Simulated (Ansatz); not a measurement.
# Br: pressure against volume

Br, Cmce, a = 6.994 Å, b = 4.147 Å, c = 8.575 Å. Ansatz: PBE+D3(BJ), PAW, 420 eV, Γ-centred 8×8×4 mesh on 4 atoms, Gaussian smearing 0.02 eV; no spin polarisation. Shape and atoms are relaxed at each volume; pressure is positive in compression.

| V (Å³/atom) | P (GPa) |
| --- | --- |
| 27.359 | ? |
| 28.292 | 1.41 |
| 29.225 | 0.82 |
| 30.157 | 0.36 |
| 31.090 | 0.00 |
| 32.023 | -0.29 |
| 32.955 | -0.51 |
| 34.199 | -0.70 |

Question: Take V0 = 31.090 Å³/atom, fit the third-order Birch–Murnaghan form to the other rows, and predict the missing pressure.

Answer: With the Eulerian strain f = ½[(V0/V)^(2/3) − 1] and y = P/[3f(1 + 2f)^(5/2)], the form is the line y = B0 + 1.5 B0 (B0′ − 4) f. Rows (f, y): 0.03244, 12.38; 0.02105, 11.71; 0.01026, 11.12; -0.00976, 10.40; -0.01905, 9.83; -0.03078, 8.89. Means f = 0.0006933, y = 10.722; Σ(Δf)² = 0.003003, ΣΔfΔy = 0.1552; the slope is their ratio. y = 10.69 + 51.67 f GPa, so B0 = 10.7 GPa and B0′ = 4 + 2 × (51.67)/(3 × 10.69) = 7.22. At V = 27.359, f = 0.04448, y = 12.988 and P = 2.14 GPa. The run gave 2.15 GPa, so the fit is 0.01 GPa too low, within twice the rms miss on the fitted rows (0.008 GPa).